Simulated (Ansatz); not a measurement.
**SCF log, V3Sn**

The cell (8 atoms) is V3Sn as a measured crystal structure (space group Pm-3n). The computed pressure is over 10 GPa in size, so the cell is far from the computed equilibrium volume. Source: COD entry 1527071; it may be a high-temperature, high-pressure or metastable form.

These are results of Ansatz development build ahead of 0.2.0, DFT, LDA, PAW, plane waves, scalar-relativistic, not measurements.

Input:

```yaml
crystal:
  lattice:
    - [4.975, 0.0, 0.0]
    - [0.0, 4.975, 0.0]
    - [0.0, 0.0, 4.975]
  atoms:
    - { symbol: V, position: [0.25, 0.0, 0.5], spin: 2.0, spin_axis: [0.0, 0.0, 2.0] }
    - { symbol: V, position: [0.5, 0.75, 0.0], spin: 2.0, spin_axis: [0.0, 0.0, 2.0] }
    - { symbol: V, position: [0.75, 0.0, 0.5], spin: 2.0, spin_axis: [0.0, 0.0, -2.0] }
    - { symbol: V, position: [0.5, 0.25, 0.0], spin: 2.0, spin_axis: [0.0, 0.0, 2.0] }
    - { symbol: V, position: [0.0, 0.5, 0.75], spin: 2.0, spin_axis: [0.0, 0.0, 2.0] }
    - { symbol: V, position: [0.0, 0.5, 0.25], spin: 2.0, spin_axis: [0.0, 0.0, -2.0] }
    - { symbol: Sn, position: [0.0, 0.0, 0.0] }
    - { symbol: Sn, position: [0.5, 0.5, 0.5] }
hamiltonian:
  xc: lda
  pseudopotentials: { kind: paw }
basis:
  ecutwfc: 420
kpoints:
  mp_grid: { grid: [3, 3, 3] }
scf:
  occupations: { method: fermi_dirac, width: 0.05 }
  lower_state_search: "off"
  max_iter: 150
output:
  forces: true
  stress: true
  write_density: true
  write_potential: true
  elf: true
  volumetric_format: npy
magnetization:
  noncollinear: true
```

The run was started with:
```sh
ansatz run input.yaml --threads 4 --pin off --max-ram 9216MiB --backend cpu --events-out ev --progress --plain --runs-dir out
```

What the program printed (shortened):

```
Pseudopotentials: kind: paw
Pseudopotential: V, paw, valence charge 13, recommended cutoff 420 eV (normal), V.paw.azcp
Pseudopotential: Sn, paw, valence charge 14, recommended cutoff 420 eV (normal), Sn.paw.azcp
Functional definition: SPW92
Crystal: 8 atoms, lattice volume = 123.134 Å³
Basis set: ecut = 420 eV, 2469 PW (Γ)
Bands: 128, of which v1, the nominal top of the filled ones, is band 106 counted from 1 (105 counted from 0)
Symmetry: 4 space group operations + 4 with time reversal
Moments: of one size on atoms that these operations exchange, one fixing the others by the rotation that the starting moments gave each, and all in one plane where the starting moments lie in one or along one axis (crystal.symmetry.detect: false holds none)
k-points: 8 of 27 (time reversal used)
Non-local potential: V, projectors of the file, l = 0: 3, l = 1: 2, l = 2: 3, l = 3: 1
Non-local potential: Sn, projectors of the file, l = 0: 2, l = 1: 2, l = 2: 2, l = 3: 2
PAW frozen core: V, regenerated for the run's functional, and the local potential with it (the file was generated under x = pbe(κ = 0.804, μ = 0.2195149727645171), c = pbe(β = 0.06672455060314922))
PAW frozen core: Sn, regenerated for the run's functional, and the local potential with it (the file was generated under x = pbe(κ = 0.804, μ = 0.2195149727645171), c = pbe(β = 0.06672455060314922))
Initial density: superposition of atomic densities (chi_scale 0.1, normalization cell)
Starting moments: Σ|m| = 12 μB on 6 of 8 sites
Initial wavefunctions: pseudopotential atomic-orbital guess
Functional: x = slater, c = lda
iter 1 solved again at ethr=3.76e-3 eV; its pass at ethr=1.00e-1 eV (dr2=3.98e0 eV) is discarded
SCF iter   1: F=—  HF=-28921.959281 eV  |F-HF|=—  |Δ(HF+E_count)|=         —  Δρ=1.40e-1  dr2=3.90e0  dr2_m=5.57e0  ethr=3.76e-3  |M|=2.07e0 ∫|m|=6.69e0 μB  |m|>n=0.0e0 m-floor=0.0e0 τ_xc=0.0e0  β_m=0.30  ⟨swp⟩=3.1  Hψ=4965  notcnv=0
preconditioner: auto → Kerker (q_TF=auto, 2.661 Å⁻¹)  [metal: Δε(μ)=0.018 eV  Ē_g=9.734 eV  σ=0.050 eV  W_gap=0.09  n_scr=32 (ndim 8)  ℏωp=25.5 eV  f_vac=0.000  D(μ)=8.69/eV (n_scr^D=92)]
spin=Noncollinear: Kerker preconditioning applied to the charge; magnetization (m_x, m_y, m_z) channels mix plain (no charge-response kernel on spin).
SCF iter   2: F=—  HF=-28921.762834 eV  |F-HF|=—  |Δ(HF+E_count)|=   1.96e-1  Δρ=1.07e-1  dr2=1.91e0  dr2_m=3.21e0  ethr=3.68e-3  |M|=1.99e0 ∫|m|=6.27e0 μB  |m|>n=0.0e0 m-floor=0.0e0 τ_xc=1.5e-31  β_m=0.30  ⟨swp⟩=3.2  Hψ=2108  notcnv=0
SCF iter   3: F=—  HF=-28921.672994 eV  |F-HF|=—  |Δ(HF+E_count)|=   8.98e-2  Δρ=7.77e-2  dr2=8.78e-1  dr2_m=1.70e0  ethr=1.80e-3  |M|=1.88e0 ∫|m|=6.08e0 μB  |m|>n=0.0e0 m-floor=0.0e0 τ_xc=1.7e-31  β_m=0.30  ⟨swp⟩=5.8  Hψ=2544  notcnv=0  defer=1
SCF iter   4: F=—  HF=-28921.796378 eV  |F-HF|=—  |Δ(HF+E_count)|=   1.23e-1  Δρ=6.57e-2  dr2=3.36e-1  dr2_m=1.22e0  ethr=8.28e-4  |M|=1.77e0 ∫|m|=5.51e0 μB  |m|>n=0.0e0 m-floor=0.0e0 τ_xc=2.0e-31  β_m=0.30  ⟨swp⟩=7.2  Hψ=2408  notcnv=0
SCF iter   5: F=—  HF=-28921.925993 eV  |F-HF|=—  |Δ(HF+E_count)|=   1.30e-1  Δρ=5.87e-2  dr2=4.55e-1  dr2_m=9.72e-1  ethr=3.17e-4  |M|=1.69e0 ∫|m|=4.95e0 μB  |m|>n=0.0e0 m-floor=0.0e0 τ_xc=4.1e-31  β_m=0.30  ⟨swp⟩=6.5  Hψ=3273  notcnv=0
SCF iter   6: F=—  HF=-28921.981467 eV  |F-HF|=—  |Δ(HF+E_count)|=   5.55e-2  Δρ=4.84e-2  dr2=4.16e-2  dr2_m=6.61e-1  ethr=3.17e-4  |M|=1.62e0 ∫|m|=4.59e0 μB  |m|>n=0.0e0 m-floor=0.0e0 τ_xc=4.6e-31  β_m=0.30  ⟨swp⟩=6.9  Hψ=2312  notcnv=0  defer=2
SCF iter   7: F=—  HF=-28922.058985 eV  |F-HF|=—  |Δ(HF+E_count)|=   7.75e-2  Δρ=4.07e-2  dr2=3.11e-2  dr2_m=4.68e-1  ethr=3.92e-5  |M|=1.55e0 ∫|m|=4.23e0 μB  |m|>n=0.0e0 m-floor=0.0e0 τ_xc=2.3e-30  β_m=0.30  ⟨swp⟩=6.8  Hψ=3275  notcnv=0  defer=1
SCF iter   8: F=—  HF=-28922.113122 eV  |F-HF|=—  |Δ(HF+E_count)|=   5.41e-2  Δρ=3.52e-2  dr2=6.92e-3  dr2_m=3.50e-1  ethr=2.93e-5  |M|=1.51e0 ∫|m|=3.93e0 μB  |m|>n=0.0e0 m-floor=0.0e0 τ_xc=3.1e-30  β_m=0.30  ⟨swp⟩=5.9  Hψ=2464  notcnv=0
SCF iter   9: F=—  HF=-28922.158171 eV  |F-HF|=—  |Δ(HF+E_count)|=   4.50e-2  Δρ=3.09e-2  dr2=6.41e-3  dr2_m=2.70e-1  ethr=6.53e-6  |M|=1.47e0 ∫|m|=3.62e0 μB  |m|>n=0.0e0 m-floor=0.0e0 τ_xc=5.6e-30  β_m=0.30  ⟨swp⟩=6.1  Hψ=2986  notcnv=0
SCF iter  10: F=—  HF=-28922.193488 eV  |F-HF|=—  |Δ(HF+E_count)|=   3.53e-2  Δρ=2.74e-2  dr2=1.71e-3  dr2_m=2.12e-1  ethr=6.05e-6  |M|=1.43e0 ∫|m|=3.35e0 μB  |m|>n=0.0e0 m-floor=0.0e0 τ_xc=8.0e-30  β_m=0.30  ⟨swp⟩=5.4  Hψ=2616  notcnv=0  defer=1
SCF iter  11: F=—  HF=-28922.221906 eV  |F-HF|=—  |Δ(HF+E_count)|=   2.84e-2  Δρ=2.40e-2  dr2=6.85e-4  dr2_m=1.63e-1  ethr=1.61e-6  |M|=1.41e0 ∫|m|=3.12e0 μB  |m|>n=0.0e0 m-floor=0.0e0 τ_xc=1.9e-29  β_m=0.30  ⟨swp⟩=5.6  Hψ=3319  notcnv=0
[... 6 iterations left out ...]
SCF iter  18: F=—  HF=-28922.356884 eV  |F-HF|=—  |Δ(HF+E_count)|=   7.14e-4  Δρ=8.51e-4  dr2=2.45e-4  dr2_m=2.04e-4  ethr=3.55e-7  |M|=1.12e0 ∫|m|=1.12e0 μB  |m|>n=0.0e0 m-floor=0.0e0 τ_xc=2.6e-30  β_m=0.89  ⟨swp⟩=6.1  Hψ=2919  notcnv=0
SCF iter  19: F=—  HF=-28922.356984 eV  |F-HF|=—  |Δ(HF+E_count)|=   1.01e-4  Δρ=4.67e-4  dr2=4.23e-5  dr2_m=6.15e-5  ethr=2.31e-7  |M|=1.14e0 ∫|m|=1.14e0 μB  |m|>n=0.0e0 m-floor=0.0e0 τ_xc=2.6e-30  β_m=0.94  ⟨swp⟩=5.2  Hψ=2505  notcnv=0
SCF iter  20: F=—  HF=-28922.357051 eV  |F-HF|=—  |Δ(HF+E_count)|=   6.63e-5  Δρ=2.31e-4  dr2=2.82e-5  dr2_m=1.51e-5  ethr=3.99e-8  |M|=1.16e0 ∫|m|=1.17e0 μB  |m|>n=0.0e0 m-floor=0.0e0 τ_xc=5.1e-30  β_m=0.97  ⟨swp⟩=5.8  Hψ=2659  notcnv=0
SCF iter  21: F=—  HF=-28922.357065 eV  |F-HF|=—  |Δ(HF+E_count)|=   1.40e-5  Δρ=1.74e-4  dr2=6.67e-5  dr2_m=7.97e-6  ethr=2.66e-8  |M|=1.18e0 ∫|m|=1.18e0 μB  |m|>n=0.0e0 m-floor=0.0e0 τ_xc=4.5e-30  β_m=0.99  ⟨swp⟩=5.1  Hψ=2268  notcnv=0
SCF iter  22: F=—  HF=-28922.357068 eV  |F-HF|=—  |Δ(HF+E_count)|=   3.73e-6  Δρ=1.41e-4  dr2=2.13e-5  dr2_m=5.63e-6  ethr=2.66e-8  |M|=1.19e0 ∫|m|=1.19e0 μB  |m|>n=0.0e0 m-floor=0.0e0 τ_xc=3.2e-30  β_m=0.99  ⟨swp⟩=5.0  Hψ=2164  notcnv=0
SCF iter  23: F=—  HF=-28922.357075 eV  |F-HF|=—  |Δ(HF+E_count)|=   6.75e-6  Δρ=1.05e-4  dr2=1.74e-5  dr2_m=3.09e-6  ethr=2.01e-8  |M|=1.20e0 ∫|m|=1.21e0 μB  |m|>n=0.0e0 m-floor=0.0e0 τ_xc=7.7e-30  β_m=1.00  ⟨swp⟩=3.9  Hψ=2011  notcnv=0
SCF iter  24: F=—  HF=-28922.357080 eV  |F-HF|=—  |Δ(HF+E_count)|=   4.94e-6  Δρ=8.03e-5  dr2=1.30e-5  dr2_m=4.76e-7  ethr=1.64e-8  |M|=1.22e0 ∫|m|=1.23e0 μB  |m|>n=0.0e0 m-floor=0.0e0 τ_xc=1.7e-29  β_m=0.86  ⟨swp⟩=5.2  Hψ=2308  notcnv=0
SCF iter  25: F=—  HF=-28922.357080 eV  |F-HF|=—  |Δ(HF+E_count)|=   1.69e-7  Δρ=3.51e-5  dr2=2.58e-6  dr2_m=1.31e-7  ethr=1.23e-8  |M|=1.23e0 ∫|m|=1.23e0 μB  |m|>n=0.0e0 m-floor=0.0e0 τ_xc=3.0e-29  β_m=0.84  ⟨swp⟩=3.8  Hψ=1958  notcnv=0
SCF iter  26: F=—  HF=-28922.357080 eV  |F-HF|=—  |Δ(HF+E_count)|=   1.77e-7  Δρ=2.15e-5  dr2=1.12e-6  dr2_m=7.81e-8  ethr=2.44e-9  |M|=1.23e0 ∫|m|=1.24e0 μB  |m|>n=0.0e0 m-floor=0.0e0 τ_xc=7.0e-29  β_m=0.87  ⟨swp⟩=5.1  Hψ=2217  notcnv=0
SCF iter  27: F=—  HF=-28922.357080 eV  |F-HF|=—  |Δ(HF+E_count)|=   1.08e-8  Δρ=1.22e-5  dr2=3.48e-7  dr2_m=1.38e-8  ethr=1.06e-9  |M|=1.23e0 ∫|m|=1.24e0 μB  |m|>n=0.0e0 m-floor=0.0e0 τ_xc=8.4e-29  β_m=0.86  ⟨swp⟩=4.2  Hψ=1953  notcnv=0
iter 28 did not close the SCF: its close was put off for a magnetic moment that had not settled (scf_convergence_deferred on its scf_iter line)
SCF iter  28: F=-28922.357080 eV  HF=-28922.357080 eV  |F-HF|=9.23e-8  |Δ(HF+E_count)|=   2.26e-8  Δρ=7.19e-6  dr2=9.96e-8  dr2_m=3.64e-9  ethr=3.28e-10  |M|=1.23e0 ∫|m|=1.24e0 μB  |m|>n=0.0e0 m-floor=0.0e0 τ_xc=9.7e-29  β_m=0.80  ⟨swp⟩=5.4  Hψ=2386  notcnv=0
iter 29 did not close the SCF: its close was put off for a magnetic moment that had not settled (scf_convergence_deferred on its scf_iter line)
SCF iter  29: F=-28922.357080 eV  HF=-28922.357080 eV  |F-HF|=1.60e-8  |Δ(HF+E_count)|=   4.78e-9  Δρ=2.92e-6  dr2=1.69e-8  dr2_m=2.02e-9  ethr=9.39e-11  |M|=1.23e0 ∫|m|=1.24e0 μB  |m|>n=0.0e0 m-floor=0.0e0 τ_xc=7.4e-29  β_m=0.88  ⟨swp⟩=3.5  Hψ=1941  notcnv=0
iter 30 did not close the SCF: its close was put off for a magnetic moment that had not settled (scf_convergence_deferred on its scf_iter line)
SCF iter  30: F=-28922.357080 eV  HF=-28922.357080 eV  |F-HF|=5.91e-8  |Δ(HF+E_count)|=   5.12e-9  Δρ=5.20e-6  dr2=6.26e-8  dr2_m=7.52e-10  ethr=1.59e-11  |M|=1.23e0 ∫|m|=1.24e0 μB  |m|>n=0.0e0 m-floor=0.0e0 τ_xc=6.2e-29  β_m=0.69  ⟨swp⟩=5.2  Hψ=2553  notcnv=0  recentre
iter 31 solved again at ethr=1.00e-12 eV; its pass at ethr=1.59e-11 eV (dr2=3.15e-10 eV) is discarded
iter 31 did not close the SCF: its close was put off for a magnetic moment that had not settled (scf_convergence_deferred on its scf_iter line)
SCF iter  31: F=-28922.357080 eV  HF=-28922.357080 eV  |F-HF|=3.20e-10  |Δ(HF+E_count)|=   2.71e-9  Δρ=1.46e-6  dr2=4.64e-10  dr2_m=6.02e-10  ethr=2.74e-12 (applied; sched 1.00e-12)  |M|=1.23e0 ∫|m|=1.24e0 μB  |m|>n=0.0e0 m-floor=0.0e0 τ_xc=6.5e-29  β_m=0.79  ⟨swp⟩=4.5  Hψ=4096  notcnv=0
eigensolver tolerance schedule calibrated: the retry pair's looser diagonalisation under-reported the residual by θ = 0.32 (0.27/decade); ethr = c·dr2/N_el runs at the constant in force after the calibration composes with the one it found (an armed cap, an earlier calibration), c = 1.4e-2
SCF iter  32: F=-28922.357080 eV  HF=-28922.357080 eV  |F-HF|=2.49e-9  |Δ(HF+E_count)|=  8.08e-10  Δρ=1.14e-6  dr2=2.69e-9  dr2_m=1.04e-11  ethr=3.37e-12 (applied; sched 1.00e-12)  |M|=1.23e0 ∫|m|=1.24e0 μB  |m|>n=0.0e0 m-floor=0.0e0 τ_xc=6.2e-29  ⟨swp⟩=5.0  Hψ=2423  notcnv=0
SCF 1 converged in 32 iterations: F = -28922.357080 eV  dr2 = 2.69e-9
  Residual-converged pass: ⟨swp⟩=5.0  Hψ=3309  notcnv=0  max |occ|·‖R‖ = 7.3e-9 eV (tolerance 1.0e-8 eV)  dr2=2.72e-9  dr2_m=9.38e-12  dr2_onsite=2.54e-10  max |Δocc| = 4.0e-10
  greatest PAW one-centre occupation: 1.000 electrons in one spin orbital (limit 2), on the V atom at site 5 (counted from 0), in its partial waves of l = 0
SCF converged after 32 iterations
Magnetization: |M| = 1.2298 μB,  M = (+0.0000, -0.0000, +1.2298) μB
Absolute magnetization: 1.2364 μB (∫|m|, with the PAW one-centre terms)
  site 0: m = (+0.0000, -0.0000, +0.1546) μB, |m| = 0.1546 μB  (R = 1.03 Å)
  site 1: m = (+0.0000, +0.0000, +0.1546) μB, |m| = 0.1546 μB  (R = 1.03 Å)
  site 2: m = (+0.0000, -0.0000, +0.1546) μB, |m| = 0.1546 μB  (R = 1.03 Å)
  site 3: m = (+0.0000, -0.0000, +0.1546) μB, |m| = 0.1546 μB  (R = 1.03 Å)
  site 4: m = (+0.0000, +0.0000, +0.1546) μB, |m| = 0.1546 μB  (R = 1.03 Å)
  site 5: m = (+0.0000, +0.0000, +0.1546) μB, |m| = 0.1546 μB  (R = 1.03 Å)
  site 6: m = (-0.0000, +0.0000, +0.0024) μB, |m| = 0.0024 μB  (R = 1.15 Å)
  site 7: m = (-0.0000, -0.0000, +0.0024) μB, |m| = 0.0024 μB  (R = 1.15 Å)
Free energy (F): -28922.357080 eV
Harris-Foulkes:  -28922.357080 eV  (|F-HF|=2.49e-9)
Internal energy: -28922.223789 eV  (E = F + TS)
E sigma→0 (E₀):  -28922.290435 eV
Entropy (-TS):   -0.133291 eV (-16.661 meV/atom)
Fermi energy:    15.492105 eV
--- Per-component energies (eV) ---
  E_band       = -963.886597
  E_kinetic    = 2395.781685
  E_local      = -6843.133235  (includes V_loc(G=0)·N_el)
  E_nonlocal   = -296.216809
  E_hartree    = 3440.850138
  E_xc         = -1533.545020
  E_vxc        = -1186.383525  (∫ρ·V_xc dr)
  E_paw        = -14367.833438  (= ΣΔE_a)
  E_vpaw       = -1915.638495  (= ΣTr[D̂ρ^β])
  E_aug_tail   = 0.001458  (compensation charges beyond the density's cutoff)
  E_ewald      = -11721.055264
  E_core_change = 2.926695  (= ΣΔE_core)
  E_smearing   = -0.133291  (= −TS)
  E_closure    = -0.000000  (closes the sum)
  Σ components = -28922.357080   (vs F -28922.357080, Δ=0.00e0)
--- Forces (eV/Å), atoms counted from 1 ---
  atom   1  V     -0.00000661     0.00000000    -0.00000090
  atom   2  V      0.00000139     0.00000000     0.00000139
  atom   3  V      0.00000680     0.00000000    -0.00000272
  atom   4  V      0.00000139     0.00000000     0.00000139
  atom   5  V     -0.00000090     0.00000000    -0.00000661
  atom   6  V     -0.00000272     0.00000000     0.00000680
  atom   7  Sn    -0.00000203     0.00000000     0.00000245
  atom   8  Sn     0.00000245     0.00000000    -0.00000203
  max |Σ_I F_I| component: 2.24e-7 eV/Å
--- Stress (GPa, compression-positive) ---
      -12.424386       0.000000       0.000001
        0.000000     -12.424356       0.000000
        0.000001       0.000000     -12.424386
  P = ⅓ Tr σ = -12.4244 GPa (-124.244 kbar)
--- Band table (eV; the first three rows and the last of 8) ---
k-point 0: bands = ["-47.8304", "-47.7913", "-47.7913", "-47.6780", "-47.6668", "-47.6668", "-47.6668", "-47.6388", "-47.6388", "-47.5140", "-47.5140", "-47.5139", "-22.3754", "-22.3754", "-22.3029", "-22.2449", "-22.2449", "-22.1722", "-22.0731", "-22.0731", "-22.0731", "-21.9140", "-21.9140", "-21.9140", "-21.9019", "-21.9019", "-21.9019", "-21.8962", "-21.8962", "-21.8962", "-21.8496", "-21.8496", "-21.8496", "-21.7419", "-21.7419", "-21.7419", "-21.7364", "-21.7364", "-21.7364", "-21.6894", "-21.6894", "-21.6894", "-21.4630", "-21.4630", "-21.4630", "-21.3315", [...]
k-point 1: bands = ["-47.8164", "-47.7986", "-47.7647", "-47.7006", "-47.6668", "-47.6668", "-47.6639", "-47.6461", "-47.6121", "-47.5479", "-47.5140", "-47.5140", "-22.3678", "-22.3493", "-22.2370", "-22.2182", "-22.1316", "-22.0684", "-22.0684", "-22.0240", "-22.0008", "-21.9378", "-21.9296", "-21.9296", "-21.9092", "-21.9091", "-21.8888", "-21.8667", "-21.8667", "-21.8652", "-21.8627", "-21.8555", "-21.8554", "-21.7785", "-21.7698", "-21.7698", "-21.7288", "-21.7067", "-21.7067", "-21.7026", "-21.6953", "-21.6953", "-21.6913", "-21.5599", "-21.4634", "-21.4634", [...]
k-point 2: bands = ["-47.8164", "-47.7986", "-47.7647", "-47.7006", "-47.6668", "-47.6668", "-47.6639", "-47.6462", "-47.6121", "-47.5479", "-47.5140", "-47.5140", "-22.3678", "-22.3493", "-22.2370", "-22.2182", "-22.1316", "-22.0684", "-22.0684", "-22.0240", "-22.0008", "-21.9378", "-21.9295", "-21.9295", "-21.9092", "-21.9092", "-21.8888", "-21.8667", "-21.8667", "-21.8652", "-21.8627", "-21.8555", "-21.8555", "-21.7785", "-21.7698", "-21.7698", "-21.7288", "-21.7067", "-21.7067", "-21.7026", "-21.6953", "-21.6953", "-21.6913", "-21.5599", "-21.4634", "-21.4634", [...]
k-point 7: bands = ["-47.7800", "-47.7657", "-47.7657", "-47.7028", "-47.7028", "-47.6982", "-47.6275", "-47.6131", "-47.6131", "-47.5500", "-47.5500", "-47.5455", "-22.1577", "-22.1577", "-22.1361", "-22.0308", "-22.0255", "-22.0255", "-22.0182", "-22.0021", "-21.9974", "-21.9974", "-21.9224", "-21.9061", "-21.9061", "-21.8963", "-21.8736", "-21.8731", "-21.8731", "-21.8589", "-21.8573", "-21.8573", "-21.8387", "-21.8387", "-21.7638", "-21.7469", "-21.7469", "-21.7371", "-21.7132", "-21.7132", "-21.6976", "-21.6976", "-21.6943", "-21.6843", "-21.6843", "-21.5623", [...]
```

A small moment in a metal is sensitive to the mesh and the smearing. The mesh is too coarse to rank close states of a metal with certainty: differences of some tens of meV/atom may change, at times in sign. The program warns that the starting moments weren't kept.

The run took 44 s on 4 threads of Intel(R) Xeon(R) 6975P-C (Granite Rapids), with other jobs on the host, peak memory 1.1 GiB.
